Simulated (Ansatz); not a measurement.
SiO2 in space group P4_12_12 (No. 92; Si on 4a, O on 8b), plane-wave PAW PBE (Ansatz code). The conduction-band minimum lies at Γ, with 1 equivalent valley. Second derivatives d²E/dk² of the lowest band at one valley (eV·Å²), along Cartesian directions:

```tsv
direction	d²E/dk²
[100]	14.03
[010]	14.03
[001]	14.06
[110]	14.03
[101]	14.04
[011]	14.04
```

Problem. Find the principal effective masses, the density-of-states mass and the conductivity mass.

Solution. Off-diagonal terms follow from H_xy = H[110] − (H_xx + H_yy)/2, and m*/mₑ = 7.620 eV·Å² over each eigenvalue: 0.54, 0.54, 0.54. One valley's DOS mass (m₁m₂m₃)^(1/3) = 0.54, conductivity mass 3/(Σ 1/mᵢ) = 0.54 mₑ.

Problem. What effective density of states Nc follows at 300 K for parabolic valleys?

Solution. Nc = 2.509e19 × 1 × (0.54)^(3/2) ≈ 1.0e19 cm⁻³.

The PBE relaxation kept the symmetry of its start.

Potentials: the later of the program's two PAW sets.

Edges and masses are those of Kohn–Sham bands, whose gap is no quasiparticle gap.
